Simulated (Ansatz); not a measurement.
# SiC: computed property card

SiC:
```xyz
8
Lattice="5.8141 0.0000 0.0000 0.0000 3.1252 0.0000 0.0000 0.0000 5.1890" Properties=species:S:1:pos:R:3 pbc="T T T"
Si     0.9266     0.7813     2.0970
Si     1.9804     2.3439     4.6915
Si     4.8875     2.3439     3.0921
Si     3.8337     0.7813     0.4976
C      4.7944     0.7813     2.0553
C      3.9267     2.3439     4.6498
C      1.0197     2.3439     3.1337
C      1.8874     0.7813     0.5392
```

Space group Pnma (No. 62); conventional cell a = 5.8141 Å, b = 3.1252 Å, c = 5.1890 Å, α = β = γ = 90.00°.

Method: PBEsol (plane waves, PAW; program Ansatz). Structure relaxed to zero pressure with the same functional. Other levels are named where they apply.

Cell and energy:

```
Item                                                            Value
-----------------------------------------------------  --------------
Volume per atom                                              11.79 Å³
Density                                                    2.82 g/cm³
Formation energy from the elements (no fitted shifts)  -0.050 eV/atom
```

Electronic structure:

```
Property                                                                                      Result
--------------------------------------------------------------  ------------------------------------
Band gap                                                                          2.49 eV (indirect)
Valence-band maximum                                                                            at Γ
Conduction-band minimum                                               at U (k = 0.500, 0.000, 0.500)
Smallest direct gap on the standard path                                                     3.01 eV
Weight of the conduction-edge state by species (Voronoi cells)                       Si 63 %, C 37 %
Hole effective mass                                             0.60, 1.5, 2.2 mₑ (principal values)
Weight of the valence-edge state by species (Voronoi cells)                          C 81 %, Si 19 %
HSE06 gap on the PBEsol cell                                                                 3.57 eV
```

Mechanics:

```
Item                                                                                                                                       Result
--------------------------------------------  ---------------------------------------------------------------------------------------------------
Elastic constants (relaxed ions, GPa)         C11 = 170, C22 = 416, C33 = 354, C12 = 79.5, C13 = 167, C23 = 104, C44 = 130, C55 = 147, C66 = 87.3
Mechanical stability                                                                                       stable (all eigenvalues of C positive)
Hill bulk and shear moduli                                                                                                       167 and 97.7 GPa
Young's modulus                                                                                                                           245 GPa
Poisson's ratio                                                                                                                              0.25
Debye temperature from the elastic constants                                                                                                855 K
```

Dielectric response:

```
Quantity                                                                            Value
--------------------------------------------------------  -------------------------------
Electronic dielectric constant ε∞ (DFPT)                  6.34 (xx), 6.62 (yy), 6.33 (zz)
Static dielectric constant ε0 (ions relaxed, cell fixed)  10.3 (xx), 9.79 (yy), 8.70 (zz)
Born charges (a third of the trace)                                   Si +2.67, C -2.67 e
```

Phonons:

```
Quantity                                                                  Result
--------------------------------------------------  ----------------------------
Highest zone-centre frequency (without LO–TO term)                      972 cm⁻¹
Zone-centre stability                                     no imaginary mode at Γ
Dynamical stability on the path                     stable (no imaginary branch)
Zero-point energy                                                 107.0 meV/atom
Vibrational entropy at 300 K                              9.5 J/(K·mol of atoms)
```

The start of the workflow was typed in or built on a structure type; neither database checked (COD, Materials Project) lists it. It is not the phase usual at ambient conditions (space group No. 186, 216). Symmetry was held in the PBEsol relaxation. The references are the lowest solids computed at this level, not always the standard phases.

Potentials: the later of the program's two PAW sets.
